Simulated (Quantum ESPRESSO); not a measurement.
## Si3FO4N (one run as intended and one with a planted mistake)

A calculation, not a measurement. The program is pw.x of Quantum ESPRESSO 7.5 (plane-wave density functional theory). The cell is made up: 9 atoms on a quartz lattice, with randomly drawn elements, strain and displacements, not relaxed. PseudoDojo standard norm-conserving files (v0.5 for PBE, v0.4.1 for LDA and PBEsol) set the functional; there is no spin polarisation, spin-orbit coupling or dispersion term, and the masses in the input are unused placeholders.

Intended input:

```
&control calculation='scf', pseudo_dir='./dojo.nc.sr.pbe.v0_5.standard.upf', outdir='./o', disk_io='low', tprnfor=.true., tstress=.true. /
&system ibrav=0, nat=9, ntyp=4, nbnd=30, ecutwfc=84.00895049, nosym=.true., tot_charge=0,
 occupations='smearing', smearing='fd', degauss=0.0018374661
/
&electrons conv_thr=7.350e-09, electron_maxstep=60, /
ATOMIC_SPECIES
F 1.0 F.upf
N 1.0 N.upf
O 1.0 O.upf
Si 1.0 Si.upf
CELL_PARAMETERS angstrom
4.9821 0.0693 0.0886
-2.431 4.1962 -0.0809
0.0972 -0.0464 5.3785
ATOMIC_POSITIONS angstrom
Si 2.3568 0.0416 3.622
Si -0.8827 2.1379 1.7638
Si 1.4166 2.1607 0.0663
F 1.4826 1.1393 4.1767
O 3.2731 0.5627 2.5021
O 2.8577 2.5577 0.7936
O 0.5195 1.7518 1.0715
O -1.106 3.0849 2.9263
N 1.0013 3.5678 4.6422
K_POINTS automatic
5 5 4 1 1 1
```

The log is shortened where brackets say so; the opening notice, blank lines, dates and the lines on written files are dropped, and the path of the files is cut. It prints rydbergs, bohrs and kilobars, and counts compression as positive stress. Where no state is partly filled, the Fermi energy that it prints is only some level between the filled and the empty states on the mesh, and need not lie in the true gap.

Log of the intended run:

```
     Program PWSCF v.7.5
     Parallel version (MPI & OpenMP), running on       4 processor cores
     Number of MPI processes:                 4
     Threads/MPI process:                     1
     [start-up lines left out]
     bravais-lattice index     =            0
     lattice parameter (alat)  =       9.4172  a.u.
     unit-cell volume          =     764.6068 (a.u.)^3
     number of atoms/cell      =            9
     number of atomic types    =            4
     number of electrons       =        48.00
     number of Kohn-Sham states=           30
     kinetic-energy cutoff     =      84.0090  Ry
     charge density cutoff     =     336.0358  Ry
     scf convergence threshold =      7.3E-09
     mixing beta               =       0.7000
     number of iterations used =            8  plain     mixing
     Exchange-correlation= PBE
                           (   1   4   3   4   0   0   0)
     [axes and pseudopotential details left out]
   Cartesian axes
     site n.     atom                  positions (alat units)
         1        Si     tau(   1) = (   0.4729330   0.0083478   0.7268174  )
         2        Si     tau(   2) = (  -0.1771291   0.4290069   0.3539372  )
         3        Si     tau(   3) = (   0.2842655   0.4335821   0.0133043  )
         4        F      tau(   4) = (   0.2975095   0.2286204   0.8381277  )
         5        O      tau(   5) = (   0.6568046   0.1129156   0.5020900  )
         6        O      tau(   6) = (   0.5734473   0.5132471   0.1592497  )
         7        O      tau(   7) = (   0.1042467   0.3515292   0.2150152  )
         8        O      tau(   8) = (  -0.2219382   0.6190390   0.5872131  )
         9        N      tau(   9) = (   0.2009283   0.7159413   0.9315384  )
     number of k points=    50  Fermi-Dirac smearing, width (Ry)=  0.0018
                       cart. coord. in units 2pi/alat
        k(    1) = (   0.0955168   0.1763242   0.1156119), wk =   0.0400000
        k(    2) = (   0.0913672   0.1783877   0.3473385), wk =   0.0400000
     [further k points left out]
     Dense  grid:    79587 G-vectors     FFT dimensions: (  60,  54,  60)
     Estimated max dynamical RAM per process >     161.02 MB
     Estimated total dynamical RAM >     585.80 MB
     Initial potential from superposition of free atoms
     starting charge      47.9981, renormalised to      48.0000
     Starting wfcs are   36 randomized atomic wfcs
     total cpu time spent up to now is        2.1 secs
     per-process dynamical memory:   125.5 Mb
     Self-consistent Calculation
     iteration #  1     ecut=    84.01 Ry     beta= 0.70
     Davidson diagonalization with overlap
     ethr =  1.00E-02,  avg # of iterations =  3.0
     total cpu time spent up to now is        5.6 secs
     total energy              =    -226.85790921 Ry
     estimated scf accuracy    <       2.83288953 Ry
     iteration #  2     ecut=    84.01 Ry     beta= 0.70
     Davidson diagonalization with overlap
     ethr =  5.90E-03,  avg # of iterations =  3.0
     total cpu time spent up to now is        8.9 secs
     total energy              =    -227.50815907 Ry
     estimated scf accuracy    <       2.58195283 Ry
     [iterations 3 to 10 left out]
     iteration # 11     ecut=    84.01 Ry     beta= 0.70
     Davidson diagonalization with overlap
     ethr =  5.85E-10,  avg # of iterations =  4.0
     total cpu time spent up to now is       37.1 secs
     total energy              =    -228.04717084 Ry
     estimated scf accuracy    <       0.00000001 Ry
     iteration # 12     ecut=    84.01 Ry     beta= 0.70
     Davidson diagonalization with overlap
     ethr =  2.09E-11,  avg # of iterations =  2.7
     total cpu time spent up to now is       40.2 secs
     End of self-consistent calculation
     [lines on levels left out]
     the Fermi energy is     6.0431 ev
!    total energy              =    -228.04717085 Ry
     estimated scf accuracy    <          9.1E-10 Ry
     smearing contrib. (-TS)   =      -0.00000000 Ry
     internal energy E=F+TS    =    -228.04717085 Ry
     The total energy is F=E-TS. E is the sum of the following terms:
     one-electron contribution =    -107.00871873 Ry
     hartree contribution      =      79.16665249 Ry
     xc contribution           =     -61.09990566 Ry
     ewald contribution        =    -139.10519895 Ry
     convergence has been achieved in  12 iterations
     Forces acting on atoms (cartesian axes, Ry/au):
     atom    1 type  4   force =     0.26501496   -0.33645095    0.01292866
     atom    2 type  4   force =    -0.19206007   -0.21788637   -0.11258280
     atom    3 type  4   force =     0.29247719    0.48293094   -0.23062976
     atom    4 type  1   force =    -0.15331504    0.06811121   -0.00390163
     atom    5 type  3   force =     0.10084739    0.17211374   -0.14752917
     atom    6 type  3   force =     0.03486761   -0.04006047   -0.03403461
     atom    7 type  3   force =    -0.31918032   -0.19292530    0.37255382
     atom    8 type  3   force =     0.00485440    0.11408151    0.10005706
     atom    9 type  2   force =    -0.03350612   -0.04991431    0.04313843
     Total force =     1.026014     Total SCF correction =     0.000060
     Computing stress (Cartesian axis) and pressure
          total   stress  (Ry/bohr**3)                   (kbar)     P=      163.60
   0.00060416  -0.00012551  -0.00137721           88.87      -18.46     -202.59
  -0.00012551   0.00064977   0.00064613          -18.46       95.58       95.05
  -0.00137721   0.00064613   0.00208239         -202.59       95.05      306.33
     init_run     :      2.00s CPU      2.07s WALL (       1 calls)
     electrons    :     37.81s CPU     38.06s WALL (       1 calls)
     forces       :      0.63s CPU      0.64s WALL (       1 calls)
     stress       :      2.12s CPU      2.12s WALL (       1 calls)
     [timing details left out]
     PWSCF        :     42.65s CPU     43.02s WALL
     JOB DONE.
```

A second run has one planted mistake: the cell and the positions are scaled by a wrong factor. The input lines that differ, file-writing options aside:

```
- 4.9821 0.0693 0.0886
+ 5.0504 0.0702 0.0898
- -2.431 4.1962 -0.0809
+ -2.4643 4.2537 -0.082
- 0.0972 -0.0464 5.3785
+ 0.0985 -0.047 5.4522
- Si 2.3568 0.0416 3.622
+ Si 2.3891 0.0422 3.6716
- Si -0.8827 2.1379 1.7638
+ Si -0.8948 2.1672 1.788
- Si 1.4166 2.1607 0.0663
+ Si 1.436 2.1903 0.0672
- F 1.4826 1.1393 4.1767
+ F 1.5029 1.1549 4.2339
- O 3.2731 0.5627 2.5021
+ O 3.3179 0.5704 2.5364
- O 2.8577 2.5577 0.7936
+ O 2.8969 2.5927 0.8045
- O 0.5195 1.7518 1.0715
+ O 0.5266 1.7758 1.0862
- O -1.106 3.0849 2.9263
+ O -1.1212 3.1272 2.9664
- N 1.0013 3.5678 4.6422
+ N 1.015 3.6167 4.7058
```

Its log:

```
     Program PWSCF v.7.5
     Parallel version (MPI & OpenMP), running on       4 processor cores
     Number of MPI processes:                 4
     Threads/MPI process:                     1
     [start-up lines left out]
     bravais-lattice index     =            0
     lattice parameter (alat)  =       9.5463  a.u.
     unit-cell volume          =     796.4717 (a.u.)^3
     number of atoms/cell      =            9
     number of atomic types    =            4
     number of electrons       =        48.00
     number of Kohn-Sham states=           30
     kinetic-energy cutoff     =      84.0090  Ry
     charge density cutoff     =     336.0358  Ry
     scf convergence threshold =      7.3E-09
     mixing beta               =       0.7000
     number of iterations used =            8  plain     mixing
     Exchange-correlation= PBE
                           (   1   4   3   4   0   0   0)
     [axes and pseudopotential details left out]
   Cartesian axes
     site n.     atom                  positions (alat units)
         1        Si     tau(   1) = (   0.4729312   0.0083536   0.7268068  )
         2        Si     tau(   2) = (  -0.1771290   0.4290053   0.3539412  )
         3        Si     tau(   3) = (   0.2842615   0.4335780   0.0133025  )
         4        F      tau(   4) = (   0.2975046   0.2286167   0.8381162  )
         5        O      tau(   5) = (   0.6567906   0.1129128   0.5020898  )
         6        O      tau(   6) = (   0.5734521   0.5132346   0.1592538  )
         7        O      tau(   7) = (   0.1042424   0.3515262   0.2150173  )
         8        O      tau(   8) = (  -0.2219457   0.6190408   0.5872099  )
         9        N      tau(   9) = (   0.2009230   0.7159392   0.9315306  )
     number of k points=    50  Fermi-Dirac smearing, width (Ry)=  0.0018
                       cart. coord. in units 2pi/alat
        k(    1) = (   0.0955189   0.1763255   0.1156119), wk =   0.0400000
        k(    2) = (   0.0913699   0.1783890   0.3473399), wk =   0.0400000
     [further k points left out]
     Dense  grid:    82811 G-vectors     FFT dimensions: (  60,  60,  64)
     Estimated max dynamical RAM per process >     169.34 MB
     Estimated total dynamical RAM >     616.72 MB
     Initial potential from superposition of free atoms
     starting charge      47.9981, renormalised to      48.0000
     Starting wfcs are   36 randomized atomic wfcs
     total cpu time spent up to now is        2.4 secs
     per-process dynamical memory:   133.1 Mb
     Self-consistent Calculation
     iteration #  1     ecut=    84.01 Ry     beta= 0.70
     Davidson diagonalization with overlap
     ethr =  1.00E-02,  avg # of iterations =  3.0
     total cpu time spent up to now is        6.0 secs
     total energy              =    -226.87682868 Ry
     estimated scf accuracy    <       2.80397714 Ry
     iteration #  2     ecut=    84.01 Ry     beta= 0.70
     Davidson diagonalization with overlap
     ethr =  5.84E-03,  avg # of iterations =  3.0
     total cpu time spent up to now is        9.3 secs
     total energy              =    -227.46828056 Ry
     estimated scf accuracy    <       2.87014808 Ry
     [iterations 3 to 10 left out]
     iteration # 11     ecut=    84.01 Ry     beta= 0.70
     Davidson diagonalization with overlap
     ethr =  7.25E-10,  avg # of iterations =  4.0
     total cpu time spent up to now is       38.1 secs
     total energy              =    -228.07355422 Ry
     estimated scf accuracy    <       0.00000001 Ry
     iteration # 12     ecut=    84.01 Ry     beta= 0.70
     Davidson diagonalization with overlap
     ethr =  2.57E-11,  avg # of iterations =  3.0
     total cpu time spent up to now is       41.4 secs
     End of self-consistent calculation
     [lines on levels left out]
     the Fermi energy is     6.0928 ev
!    total energy              =    -228.07355423 Ry
     estimated scf accuracy    <          1.4E-09 Ry
     smearing contrib. (-TS)   =       0.00000000 Ry
     internal energy E=F+TS    =    -228.07355423 Ry
     The total energy is F=E-TS. E is the sum of the following terms:
     one-electron contribution =    -110.05156932 Ry
     hartree contribution      =      80.05937614 Ry
     xc contribution           =     -60.85675149 Ry
     ewald contribution        =    -137.22460955 Ry
     convergence has been achieved in  12 iterations
     Forces acting on atoms (cartesian axes, Ry/au):
     atom    1 type  4   force =     0.26313778   -0.31557027    0.00711204
     atom    2 type  4   force =    -0.18593502   -0.19268036   -0.10161610
     atom    3 type  4   force =     0.25682009    0.45894435   -0.19907431
     atom    4 type  1   force =    -0.12969315    0.05582621    0.00029439
     atom    5 type  3   force =     0.07923859    0.15883175   -0.11814803
     atom    6 type  3   force =     0.02900741   -0.04686741   -0.02804565
     atom    7 type  3   force =    -0.29478610   -0.16376204    0.33130719
     atom    8 type  3   force =     0.02144061    0.09999692    0.07398081
     atom    9 type  2   force =    -0.03923021   -0.05471915    0.03418967
     Total force =     0.938861     Total SCF correction =     0.000054
     Computing stress (Cartesian axis) and pressure
          total   stress  (Ry/bohr**3)                   (kbar)     P=       82.12
   0.00005122  -0.00009744  -0.00122429            7.53      -14.33     -180.10
  -0.00009744   0.00021195   0.00059202          -14.33       31.18       87.09
  -0.00122429   0.00059202   0.00141146         -180.10       87.09      207.63
     init_run     :      2.31s CPU      2.38s WALL (       1 calls)
     electrons    :     38.79s CPU     38.95s WALL (       1 calls)
     forces       :      0.65s CPU      0.67s WALL (       1 calls)
     stress       :      2.06s CPU      2.06s WALL (       1 calls)
     [timing details left out]
     PWSCF        :     43.88s CPU     44.14s WALL
     JOB DONE.
```

```
                                            intended run  run with the mistake
                          free energy (eV)     -3102.740             -3103.099
                    smearing term -TS (eV)        0.0000                0.0000
                            pressure (GPa)         16.36                  8.21
            largest force component (eV/Å)        12.417                11.800
largest change of a force component (eV/Å)                               1.060
                                iterations            12                    12
```

For scale, a rerun of the intended cell at a cutoff of 1437 eV and k mesh 7 x 7 x 6 moved values by no more than 0.003 eV in energy, 0.02 GPa in stress and 0.002 eV/Å in force.